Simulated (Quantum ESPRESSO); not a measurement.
**Band energies of CsLiSO₅H₄**

```
CsLiSO5H4
1.0
    6.06529    -2.87018     0.00000
    6.06529     2.87018     0.00000
   -1.56814     0.00000     4.54955
H Li O S Cs
4 1 5 1 1
Direct
  0.37029   0.10029   0.76668
  0.10029   0.37029   0.76668
  0.54162   0.54162   0.44433
  0.54203   0.54203   0.78062
  0.32310   0.32310   0.37051
  0.49084   0.49084   0.57055
  0.56153   0.99119   0.12855
  0.99119   0.56153   0.12855
  0.22424   0.22424   0.63074
  0.60538   0.60538   0.16259
  0.74084   0.74084   0.27404
  0.99963   0.99963   0.99988
```

norm-conserving PBEsol (Quantum ESPRESSO, 84 Ry, without SOC); path XΓY,LΓZ,NΓM,RΓ; energies in eV from the valence-band maximum.

| k (1/Å) | point | band 22 | band 23 | band 24 | band 25 | band 26 | band 27 | band 28 | band 29 |
|---|---|---|---|---|---|---|---|---|---|
| 0.00 | X | -2.24 | -1.78 | -1.70 | -0.90 | -0.06 | 5.11 | 5.55 | 6.24 |
| 0.46 |  | -2.16 | -1.78 | -1.74 | -0.90 | -0.37 | 4.66 | 5.33 | 5.91 |
| 0.69 | Γ | -2.14 | -1.77 | -1.76 | -0.90 | -0.50 | 4.42 | 5.23 | 5.83 |
| 0.89 |  | -2.16 | -1.81 | -1.73 | -0.94 | -0.44 | 4.51 | 5.36 | 5.62 |
| 1.30 | Y | -2.20 | -1.82 | -1.69 | -1.02 | -0.29 | 4.58 | 5.29 | 6.06 |
| 1.30 | L | -2.20 | -1.97 | -1.76 | -1.00 | -0.04 | 5.57 | 5.71 | 6.19 |
| 1.52 |  | -2.18 | -1.93 | -1.75 | -1.00 | -0.08 | 5.41 | 5.72 | 6.20 |
| 1.94 |  | -2.16 | -1.80 | -1.75 | -0.92 | -0.40 | 4.63 | 5.33 | 5.77 |
| 2.16 | Γ | -2.14 | -1.77 | -1.76 | -0.90 | -0.50 | 4.42 | 5.23 | 5.83 |
| 2.36 |  | -2.16 | -1.81 | -1.73 | -0.94 | -0.44 | 4.51 | 5.36 | 5.62 |
| 2.77 | Z | -2.20 | -1.82 | -1.69 | -1.02 | -0.29 | 4.58 | 5.29 | 6.06 |
| 2.77 | N | -2.20 | -1.97 | -1.76 | -1.00 | -0.04 | 5.57 | 5.71 | 6.19 |
| 3.11 |  | -2.18 | -1.88 | -1.74 | -0.98 | -0.15 | 5.20 | 5.62 | 6.13 |
| 3.45 |  | -2.15 | -1.79 | -1.75 | -0.91 | -0.43 | 4.55 | 5.30 | 5.78 |
| 3.62 | Γ | -2.14 | -1.77 | -1.76 | -0.90 | -0.50 | 4.42 | 5.23 | 5.83 |
| 3.80 |  | -2.18 | -1.77 | -1.76 | -0.87 | -0.47 | 4.43 | 5.44 | 5.83 |
| 4.17 | M | -2.27 | -1.76 | -1.74 | -0.78 | -0.42 | 4.57 | 5.82 | 5.84 |
| 4.17 | R | -2.29 | -1.93 | -1.70 | -0.80 | 0.00 | 5.13 | 5.93 | 6.20 |
| 4.35 |  | -2.34 | -1.89 | -1.70 | -0.82 | -0.07 | 5.10 | 5.90 | 6.15 |
| 4.90 | Γ | -2.14 | -1.77 | -1.76 | -0.90 | -0.50 | 4.42 | 5.23 | 5.83 |

The PBEsol gap is indirect, 4.42 eV, from R to Γ; the smallest direct gap is 4.87 eV.

Geometry of the Materials Project entry, not relaxed at this level.
